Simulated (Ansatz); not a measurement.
SiNi₂ in space group P6_3/mmc (No. 194; Si on 2d, Ni on 2c, Ni on 2a) at seven volumes, plane-wave PAW r²SCAN (Ansatz code), shape and atoms relaxed at each. One row is withheld.

| V (Å³/atom) | P (GPa) |
|---|---|
| 9.689 | 26.53 |
| 10.009 | 16.13 |
| 10.328 | 7.37 |
| 10.647 | 0.01 |
| 10.967 | ? |
| 11.286 | -11.38 |
| 11.606 | -15.70 |

Task: Fit the shown pressures and predict the withheld one.

Result: P = (3/2)B₀(x^(7/2) − x^(5/2))[1 + (3/4)(B′ − 4)(x − 1)] with x = (V₀/V)^(2/3). Least squares on the six rows gives V₀ = 10.648 Å³/atom, B₀ = 224 GPa, B′ = 4.79. At V = 10.967, x = 0.9805 and P = -6.16 GPa. The run itself gave -6.19 GPa.

The workflow started from a Materials Project entry (that database holds measured and hypothetical structures alike); the Crystallography Open Database files this formula in space group No. 194, but the cells were not matched. Its standing as an ambient phase is unchecked. The r²SCAN relaxation kept the symmetry of its start; whether a distortion lowers the energy is not shown. The run is not spin-polarised.

Potentials: the later of the program's two PAW sets.
